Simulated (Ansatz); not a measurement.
**FeSi: a fit and a missing row**

FeSi, P2_13, a = 4.403 Å. Ansatz: PBEsol, PAW, 420 eV, Γ-centred 8×8×8 mesh on 8 atoms, Gaussian smearing 0.01 eV; no spin polarisation. Shape and atoms are relaxed at each volume; pressure is positive in compression.

```tsv
V (Å³/atom)	P (GPa)
10.032	17.10
10.352	7.84
10.672	0.02
10.992	?
11.312	-12.08
```

Take V0 = 10.672 Å³/atom, count pressures from its P0 = 0.02 GPa, fit the third-order Birch–Murnaghan form to the other rows, and predict the missing pressure.

With the Eulerian strain f = ½[(V0/V)^(2/3) − 1] and y = (P − P0)/[3f(1 + 2f)^(5/2)], the form is the line y = B0 + 1.5 B0 (B0′ − 4) f. Rows (f, y): 0.02105, 244.0; 0.01025, 241.7; -0.01904, 233.4. Means f = 0.004087, y = 239.70; Σ(Δf)² = 0.0008606, ΣΔfΔy = 0.2310; the slope is their ratio. y = 238.6 + 268.4 f GPa, so B0 = 238.6 GPa and B0′ = 4 + 2 × (268.4)/(3 × 238.6) = 4.75. At V = 10.992, f = -0.00975, y = 235.98 and P = -6.55 GPa. The run gave -6.56 GPa, so the fit is 0.01 GPa too high, within the rms miss on the fitted rows (0.01 GPa).